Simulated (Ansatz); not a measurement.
Input, command and steps of an Ansatz relaxation.

```yaml
crystal:
  lattice:
    - [2.4873648738, 0.0, 0.0]
    - [-1.2436824369, 2.1541211692, 0.0]
    - [0.0, 0.0, 4.0632895034]
  atoms:
    - { symbol: Co, position: [0.66666667, 0.33333333, 0.259861], spin: 2.1 }
    - { symbol: Co, position: [0.33333333, 0.66666667, 0.740139], spin: 2.1 }
basis:
  ecutwfc: 500
kpoints:
  mp_grid: { grid: [18, 18, 10] }
hamiltonian:
  xc: r2scan
scf:
  occupations: { method: gaussian, width: 0.1 }
output:
  forces: true
  stress: true
  eigenvalues: true
  populations: true
magnetization:
  spin_polarized: true
relax:
  adjacent_minimum: "off"
  f_tol: 0.01
  max_steps: 40
```

```bash
ansatz run input.yaml --threads 1 --pin off --max-ram 2560MiB --backend cpu --events-out ev --progress --plain --runs-dir out
```

Computed with Ansatz, DFT r2SCAN, scalar-relativistic, plane waves, PAW.

Of 4 frames 3 are shown, positions in Å and forces in eV/Å; the SCF threshold varies from step to step.

```xyz
2
Lattice="2.4874 0.0000 0.0000 -1.2437 2.1541 0.0000 0.0000 0.0000 4.0633" Properties=species:S:1:pos:R:3:forces:R:3 pbc="T T T" step=1 free_energy_over_end_meV_per_atom=0.85
Co    1.2437    0.7180    1.0559    0.0000    0.0000   -0.1785
Co    0.0000    1.4361    3.0074    0.0000    0.0000    0.1785
2
Lattice="2.4874 0.0000 0.0000 -1.2437 2.1541 0.0000 0.0000 0.0000 4.0633" Properties=species:S:1:pos:R:3:forces:R:3 pbc="T T T" step=2 free_energy_over_end_meV_per_atom=0.36
Co    1.2437    0.7180    1.0526    0.0000    0.0000   -0.1141
Co    0.0000    1.4361    3.0107    0.0000    0.0000    0.1141
2
Lattice="2.4874 0.0000 0.0000 -1.2437 2.1541 0.0000 0.0000 0.0000 4.0633" Properties=species:S:1:pos:R:3:forces:R:3 pbc="T T T" step=4 free_energy_over_end_meV_per_atom=0.00
Co    1.2437    0.7180    1.0466    0.0000    0.0000   -0.0087
Co    0.0000    1.4361    3.0166    0.0000    0.0000    0.0087
```

It took 7.2 min on 1 thread of AMD EPYC (Zen 3), on a shared host, peak memory 0.82 GiB.

The state reached may not be the lowest one.